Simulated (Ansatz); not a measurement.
**Structures of Mo2As: which is lowest?**

Plane-wave DFT in Ansatz with scalar-relativistic PAW potentials, cutoff 420 eV, Γ-centred meshes chosen by cell and gap, Gaussian smearing with energies taken to zero width. Every cell was relaxed (cell and atoms) in a run of its own, within the symmetry of its start. Functional: PBE.

Relaxed structures (starts from databases or built by putting these elements on another compound's sites):
A. P4/nmm, 6 atoms in the computed cell, a = 3.752 Å, c = 6.745 Å; sites (symmetry × multiplicity) Mo -4m2 × 2 + 4mm × 2, As 4mm × 2; start: built
B. Pnnm, 6 atoms in the computed cell, a = 4.477 Å, b = 6.072 Å, c = 4.055 Å; sites (symmetry × multiplicity) Mo ..m × 4, As ..2/m × 2; start: built
C. R-3m, 3 atoms in the computed cell, a = 3.064 Å, c = 17.817 Å; sites (symmetry × multiplicity) Mo 3m × 6, As -3m × 3; start: built

Q: Rank them by energy. Could pressure change the order?

A:
| structure | group | E − E(lowest) (meV/atom) | V (Å³/atom) | gap on mesh (eV) |
| --- | --- | --- | --- | --- |
| A | P4/nmm | 0.0 | 15.82 | 0.00 |
| C | R-3m | 181 | 16.09 | 0.00 |
| B | Pnnm | 469 | 18.37 | 0.00 |

A is lowest, 181 meV/atom under C. The lowest is also the densest of these, so pressure wouldn't bring one of the others in at first order. Other structures may lie lower than all of these, and vibrations aren't counted.